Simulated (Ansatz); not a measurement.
**BAs, first-principles data**

BAs:
Space group Pm-3m (No. 221); a = b = c = 2.940 Å, α = β = γ = 90.00°

```json
[
 {"atom": "B", "site": "1a", "symmetry": "m-3m", "x": "0.0000", "y": "0.0000", "z": "0.0000"},
 {"atom": "As", "site": "1b", "symmetry": "m-3m", "x": "0.5000", "y": "0.5000", "z": "0.5000"}
]
```

Space group Pm-3m (No. 221), CsCl type; conventional cell a = 2.9397 Å, b = 2.9397 Å, c = 2.9397 Å, α = 90.00°, β = 90.00°, γ = 90.00°.

Method: plane-wave PAW PBE (Ansatz code). The cell and atoms are relaxed at this level. Other levels are named where they apply.

**Cell and energy**

- Volume per atom: 12.70 Å³
- Density: 5.60 g/cm³
- Formation energy from the elements (no fitted shifts): 1.52 eV/atom

**Electronic structure**

* **Electronic character**: metallic (no gap)
* **Density of states at the Fermi level**: 0.44 states/eV per atom (mean over ±0.08 eV)
* **Gap with spin–orbit coupling**: none (metallic)

**Mechanics**

* **Bulk modulus (Birch–Murnaghan fit)**: 103 GPa
* **Pressure derivative B′**: 4.1

The start of the workflow was typed in or built on a structure type; neither database checked (COD, Materials Project) lists it. It is not the phase usual at ambient conditions (space group No. 216). The PBE relaxation kept the symmetry of its start; whether a distortion lowers the energy is not shown. The volume moved by 31 % from the start of the relaxation. Its formation energy is positive at this level, so the cell may be metastable or incomplete. The references are the lowest solids computed at this level, not always the standard phases. Spin–orbit coupling is left out wherever it is not named.

Potentials: the later of the program's two PAW sets.
